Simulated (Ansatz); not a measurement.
A relaxation computed with Ansatz, from input to last step.

```yaml
crystal:
  lattice:
    - [1.5410043933, 0.8896993013, 5.0482904936]
    - [-1.5410043933, 0.8896993013, 5.0482904936]
    - [0.0, -1.7793986026, 5.0482904936]
  atoms:
    - { symbol: Ti, position: [0.7490834655, 0.7490834655, 0.7490834655] }
    - { symbol: Ti, position: [0.2509165345, 0.2509165345, 0.2509165345] }
    - { symbol: C, position: [0.0, 0.0, 0.0] }
    - { symbol: "N", position: [0.5, 0.5, 0.5] }
basis:
  ecutwfc: 500
kpoints:
  mp_grid: { grid: [18, 18, 18] }
hamiltonian:
  xc: r2scan
scf:
  occupations: { method: gaussian, width: 0.1 }
output:
  forces: true
  stress: true
  eigenvalues: true
  write_density: true
  write_potential: true
  elf: true
  volumetric_format: npy
relax:
  adjacent_minimum: "off"
  f_tol: 0.01
  max_steps: 30
  cell: { stress_tol: 0.1, fix: [volume] }
```

```bash
ansatz run input.yaml --threads 1 --pin off --max-ram 2560MiB --backend cpu --events-out ev --progress --plain --runs-dir out
```

Method: DFT r2SCAN, scalar-relativistic, plane waves, PAW in Ansatz.

The volume is held at 1.06 times that of the relaxed cell.

Of 3 frames 3 are shown, positions in Å and forces in eV/Å; the SCF threshold varies from step to step. Steps run on the plane waves of an earlier cell, with a Pulay correction in the pressure. The basis is chosen afresh for the last frame, the zero of the energies, and at times for earlier ones too; energy and pressure step there, also at an unchanged geometry.

```xyz
4
Lattice="1.5410 0.8897 5.0483 -1.5410 0.8897 5.0483 0.0000 -1.7794 5.0483" Properties=species:S:1:pos:R:3:forces:R:3 pbc="T T T" step=1 free_energy_over_end_meV_per_atom=0.02 pressure_GPa=-14.49
Ti    0.0000    0.0000   11.3448    0.0000    0.0000   -0.0511
Ti    0.0000    0.0000    3.8001    0.0000    0.0000    0.0511
C     0.0000    0.0000    0.0000    0.0000    0.0000    0.0000
N     0.0000    0.0000    7.5724    0.0000    0.0000    0.0000
4
Lattice="1.5407 0.8895 5.0503 -1.5407 0.8895 5.0503 0.0000 -1.7791 5.0503" Properties=species:S:1:pos:R:3:forces:R:3 pbc="T T T" step=2 free_energy_over_end_meV_per_atom=0.00 pressure_GPa=-14.46
Ti    0.0000    0.0000   11.3472    0.0000    0.0000    0.0022
Ti    0.0000    0.0000    3.8036    0.0000    0.0000   -0.0022
C     0.0000    0.0000    0.0000    0.0000    0.0000    0.0000
N     0.0000    0.0000    7.5754    0.0000    0.0000    0.0000
4
Lattice="1.5407 0.8895 5.0503 -1.5407 0.8895 5.0503 0.0000 -1.7791 5.0503" Properties=species:S:1:pos:R:3:forces:R:3 pbc="T T T" step=3 free_energy_over_end_meV_per_atom=0.00 pressure_GPa=-14.46
Ti    0.0000    0.0000   11.3472    0.0000    0.0000    0.0021
Ti    0.0000    0.0000    3.8036    0.0000    0.0000   -0.0021
C     0.0000    0.0000    0.0000    0.0000    0.0000    0.0000
N     0.0000    0.0000    7.5754    0.0000    0.0000    0.0000
```

Time: 4 min on 1 thread of Arm Neoverse V1, on a shared host, peak memory 0.9 GiB.

Spin polarisation was left out, and a magnetic state may lie lower.